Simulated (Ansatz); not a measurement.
A free-standing Janus 1T monolayer of ZnFBr was relaxed with 5 functionals in Ansatz, cell and atoms free, the symmetry of the start kept (meshes: PBE 12×12×1, r2SCAN 12×12×1, PBEsol 12×12×1, LDA 12×12×1, HSE06 6×6×1). (Calculated; spin-unpolarised; the phase may be known or hypothetical.)

The PBE result:
```
CELL_PARAMETERS angstrom
3.52686 0.00000 0.00000
-1.76343 3.05435 0.00000
0.00000 0.00000 28.59391
ATOMIC_POSITIONS crystal
Zn 0.00000 0.00000 0.32268
F 0.33333 0.66667 0.35323
Br 0.66667 0.33333 0.26835
```
Two periodic directions, a and b.

The sheet's in-plane cell has a = 3.527 Å, b = 3.527 Å (γ = 120.0°), and its outermost atoms lie 2.43 Å apart along the normal. Around Zn lie 3 F at 2.22 Å and 3 Br at 2.56 Å; around F lie 3 Zn at 2.22 Å; around Br lie 3 Zn at 2.56 Å.

Question: How does the cell change with r2SCAN?

Answer: a = 3.479 Å; the area differs by -2.7 % from PBE's. Around Zn lie 3 F at 2.18 Å and 3 Br at 2.53 Å; around F lie 3 Zn at 2.18 Å; around Br lie 3 Zn at 2.53 Å.

Question: How does the cell change with PBEsol?

Answer: a = 3.458 Å; the area differs by -3.9 % from PBE's. Zn has 3 F at 2.18 Å and 3 Br at 2.52 Å; F has 3 Zn at 2.18 Å; Br has 3 Zn at 2.52 Å.

Question: Held at the r2SCAN cell, what mean stress do LDA and PBE find, and does its sign point to their own minimum?

Answer: Yes. LDA -2.23 N/m, and its relaxed area is -4.1 % from r2SCAN's; PBE +1.47 N/m, and its relaxed area is +2.8 % from r2SCAN's. Compression counts positive, so a positive stress asks for a larger cell.
